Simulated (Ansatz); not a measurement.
ZnSnN2:
```
ZnSnN2
1.0
    1.58243     0.91362     5.13607
   -1.58243     0.91362     5.13607
    0.00000    -1.82723     5.13607
Zn Sn N
1 1 2
Cartesian
  0.00000   0.00000   0.00000
  0.00000   0.00000   7.70410
  0.00000   0.00000  11.59842
  0.00000   0.00000   3.80978
```

Tensor components refer to the Cartesian frame of this cell.

### Question
Give the high-frequency dielectric tensor and the Born effective charge tensors of the independent atoms from DFPT, the program Ansatz at the PBEsol level (PAW).

### Answer

ε∞:
```
9.43  0.00  0.00
0.00  9.43  0.00
0.00  0.00  9.01
```
Z* of atom 1 (Zn), rows: field, columns: displacement, in e:
```
2.62  0.00  0.00
0.00  2.62  0.00
0.00  0.00  3.17
```
Z* of atom 2 (Sn), rows: field, columns: displacement, in e:
```
4.54  0.00  0.00
0.00  4.54  0.00
0.00  0.00  3.20
```
Z* of atom 3 (N), rows: field, columns: displacement, in e:
```
-3.58   0.00   0.00
 0.00  -3.58   0.00
 0.00   0.00  -3.18
```

Space group R-3m. The start of the workflow was typed in or built on a structure type; neither database checked (COD, Materials Project) lists it. Its standing as an ambient phase is unchecked. The PBEsol relaxation kept the symmetry of its start. At this level the phase is mechanically unstable. Its formation energy is positive at this level, so the cell may be metastable or incomplete. Spin–orbit coupling is left out wherever it is not named.

Potentials: the later of the program's two PAW sets.
